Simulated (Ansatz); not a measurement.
Cu:
```cif
data_Cu4
_chemical_formula_sum 'Cu4'
_space_group_name_H-M_alt 'P 1'
_space_group_IT_number 1
_cell_length_a 2.48206
_cell_length_b 2.48206
_cell_length_c 8.16159
_cell_angle_alpha 90.000
_cell_angle_beta 90.000
_cell_angle_gamma 120.000
loop_
_space_group_symop_operation_xyz
  'x, y, z'
loop_
_atom_site_label
_atom_site_type_symbol
_atom_site_fract_x
_atom_site_fract_y
_atom_site_fract_z
_atom_site_occupancy
Cu1 Cu 0.00000 0.00000 0.00000 1
Cu2 Cu 0.00000 0.00000 0.50000 1
Cu3 Cu 0.33333 0.66667 0.25000 1
Cu4 Cu 0.66667 0.33333 0.75000 1
```

Relaxed with LDA.

Q: Which orbitals make up the states near the Fermi level in the program Ansatz at the LDA level (PAW)?

A: Within 0.5 eV of the Fermi level: Cu 4s 41 %, Cu 3d 34 %, outside the projected shells 23 %. Projections are on Löwdin-orthogonalised atomic valence shells; empty p or d shells of many metals are not among them.

Q: Tabulate the density of states.

A: States/eV per cell of 4 atoms, in 0.25 eV bins, energy from the Fermi level.

| E (eV) | total | Cu 3d | Cu 4s | Cu 3s |
|---|---|---|---|---|
| -7.85 | 0.49 | 0.03 | 0.43 | 0.02 |
| -7.60 | 0.54 | 0.04 | 0.47 | 0.02 |
| -7.35 | 0.59 | 0.06 | 0.50 | 0.02 |
| -7.10 | 0.66 | 0.09 | 0.54 | 0.02 |
| -6.85 | 0.73 | 0.12 | 0.58 | 0.01 |
| -6.60 | 0.83 | 0.18 | 0.62 | 0.01 |
| -6.35 | 0.96 | 0.27 | 0.66 | 0.01 |
| -6.10 | 1.17 | 0.42 | 0.72 | 0.01 |
| -5.85 | 1.54 | 0.72 | 0.78 | 0.01 |
| -5.60 | 2.61 | 1.67 | 0.89 | 0.01 |
| -5.35 | 3.83 | 2.91 | 0.86 | 0.01 |
| -5.10 | 4.79 | 4.02 | 0.71 | 0.00 |
| -4.85 | 5.79 | 5.20 | 0.53 | 0.00 |
| -4.60 | 8.66 | 8.30 | 0.27 | 0.00 |
| -4.35 | 7.55 | 7.31 | 0.12 | 0.00 |
| -4.10 | 7.10 | 6.84 | 0.12 | 0.00 |
| -3.85 | 8.90 | 8.48 | 0.25 | 0.00 |
| -3.60 | 12.27 | 11.78 | 0.27 | 0.00 |
| -3.35 | 11.33 | 10.85 | 0.27 | 0.00 |
| -3.10 | 15.22 | 14.69 | 0.35 | 0.00 |
| -2.85 | 11.42 | 10.98 | 0.27 | 0.00 |
| -2.60 | 9.03 | 8.72 | 0.18 | 0.00 |
| -2.35 | 11.51 | 11.24 | 0.17 | 0.00 |
| -2.10 | 11.32 | 11.08 | 0.16 | 0.00 |
| -1.85 | 16.65 | 16.42 | 0.19 | 0.00 |
| -1.60 | 10.07 | 9.74 | 0.29 | 0.00 |
| -1.35 | 1.61 | 1.17 | 0.37 | 0.00 |
| -1.10 | 1.44 | 0.91 | 0.43 | 0.01 |
| -0.85 | 1.35 | 0.73 | 0.47 | 0.01 |
| -0.60 | 1.32 | 0.62 | 0.50 | 0.01 |
| -0.35 | 1.26 | 0.51 | 0.51 | 0.01 |
| -0.10 | 1.23 | 0.44 | 0.52 | 0.01 |
| 0.15 | 1.20 | 0.37 | 0.50 | 0.01 |
| 0.40 | 1.09 | 0.30 | 0.47 | 0.01 |
| 0.65 | 1.02 | 0.25 | 0.44 | 0.01 |
| 0.90 | 1.00 | 0.22 | 0.42 | 0.02 |
| 1.15 | 1.00 | 0.19 | 0.41 | 0.01 |
| 1.40 | 0.97 | 0.16 | 0.38 | 0.01 |
| 1.65 | 0.99 | 0.15 | 0.37 | 0.01 |
| 1.90 | 0.99 | 0.13 | 0.36 | 0.01 |
| 2.15 | 0.95 | 0.12 | 0.33 | 0.01 |
| 2.40 | 0.90 | 0.10 | 0.30 | 0.01 |
| 2.65 | 0.83 | 0.08 | 0.26 | 0.01 |
| 2.90 | 0.80 | 0.07 | 0.24 | 0.01 |
| 3.15 | 0.75 | 0.06 | 0.21 | 0.01 |
| 3.40 | 0.67 | 0.05 | 0.18 | 0.01 |
| 3.65 | 0.60 | 0.04 | 0.15 | 0.01 |
| 3.90 | 0.59 | 0.03 | 0.14 | 0.01 |
| 4.15 | 0.61 | 0.04 | 0.19 | 0.01 |
| 4.40 | 0.58 | 0.03 | 0.21 | 0.01 |
| 4.65 | 0.48 | 0.03 | 0.19 | 0.01 |

Space group P6_3/mmc (dhcp (α-La type)). The first step of the workflow began from a Materials Project structure, measured or hypothetical; the Crystallography Open Database copy checked does not list it. It is not the phase usual at ambient conditions (space group No. 225). The cell was relaxed with LDA under the symmetry of its start; its stability against distortions is not shown here. The run is not spin-polarised.

Potentials: the earlier of the program's two PAW sets. The files were generated under PBE; for other functionals the program regenerates the frozen cores, and for LDA and PBEsol the local potential too.
